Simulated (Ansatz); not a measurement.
This run works on a generated trial structure, not on a known crystal.

Input and command of a plane-wave DFT calculation in Ansatz:

```yaml
crystal:
  lattice:
    - [6.88409167, 0.0, 0.0]
    - [-3.44204584, 5.96179827, 0.0]
    - [0.0, 0.0, 7.80886526]
  atoms:
    - { symbol: Cd, position: [0.33333333, 0.66666667, 0.62160351] }
    - { symbol: Cd, position: [0.66666667, 0.33333333, 0.12160351] }
    - { symbol: Cd, position: [0.33333333, 0.66666667, 0.29197303] }
    - { symbol: Cd, position: [0.66666667, 0.33333333, 0.79197303] }
    - { symbol: Se, position: [0.52474217, 0.47525783, 0.36335077] }
    - { symbol: Se, position: [0.52474217, 0.04948434, 0.36335077] }
    - { symbol: Se, position: [0.95051566, 0.47525783, 0.36335077] }
    - { symbol: Se, position: [0.47525783, 0.52474217, 0.86335077] }
    - { symbol: Se, position: [0.47525783, 0.95051566, 0.86335077] }
    - { symbol: Se, position: [0.04948434, 0.52474217, 0.86335077] }
basis:
  ecutwfc: 420
kpoints:
  mp_grid: { grid: [3, 3, 2] }
hamiltonian:
  xc: pbe
scf:
  occupations: { method: gaussian, width: 0.2 }
  lower_state_search: "off"
output:
  forces: true
  stress: true
  eigenvalues: true
relax:
  adjacent_minimum: "off"
  f_tol: 0.08
  max_steps: 16
  cell: { stress_tol: 0.8 }
```

```bash
ansatz run input.yaml --threads 1 --pin off --max-ram 2560MiB --backend cpu --events-out ev --progress --plain --runs-dir out
```

Processor: Arm Neoverse V2, 1 thread, on a host shared with other jobs.

Task: Estimate time, memory and problem size.

Result: About 3.5 min, peak memory 0.63 GiB. It solves 106 bands at 6 k points (after reduction by symmetry) with about 6447 plane waves (on the last cell), in 62 SCF iterations over 9 ionic steps.
